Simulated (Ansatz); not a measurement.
# Compressing CaAu2Si2: a fit and a missing row

CaAu2Si2, I4/mmm, a = 4.301 Å, c = 10.006 Å. The structure is a COD entry; whether it is the stable form wasn't checked. Ansatz: PBEsol, PAW, 420 eV, Γ-centred 12×12×12 mesh on 5 atoms, Gaussian smearing 0.10 eV; no spin polarisation. Shape and atoms are relaxed at each volume; pressure is positive in compression.

| V (Å³/atom) | P (GPa) |
| --- | --- |
| 16.291 | 18.37 |
| 16.847 | 12.49 |
| 17.402 | 7.56 |
| 17.958 | ? |
| 18.513 | -0.01 |
| 19.068 | -2.87 |
| 19.624 | -5.26 |
| 20.364 | -7.84 |

Problem. Take V0 = 18.513 Å³/atom, count pressures from its P0 = -0.01 GPa, fit the third-order Birch–Murnaghan form to the other rows, and predict the missing pressure.

Solution. With the Eulerian strain f = ½[(V0/V)^(2/3) − 1] and y = (P − P0)/[3f(1 + 2f)^(5/2)], the form is the line y = B0 + 1.5 B0 (B0′ − 4) f. Rows (f, y): 0.04449, 111.3; 0.03244, 109.8; 0.02106, 108.1; -0.00975, 102.7; -0.01905, 101.2; -0.03078, 99.4. Means f = 0.006402, y = 105.42; Σ(Δf)² = 0.004635, ΣΔfΔy = 0.7525; the slope is their ratio. y = 104.4 + 162.4 f GPa, so B0 = 104.4 GPa and B0′ = 4 + 2 × (162.4)/(3 × 104.4) = 5.04. At V = 17.958, f = 0.01025, y = 106.06 and P = 3.42 GPa. The run gave 3.43 GPa, so the fit is 0.01 GPa too low, within the rms miss on the fitted rows (0.02 GPa).

Spin–orbit coupling is left out, which can shift energies with elements as heavy as these.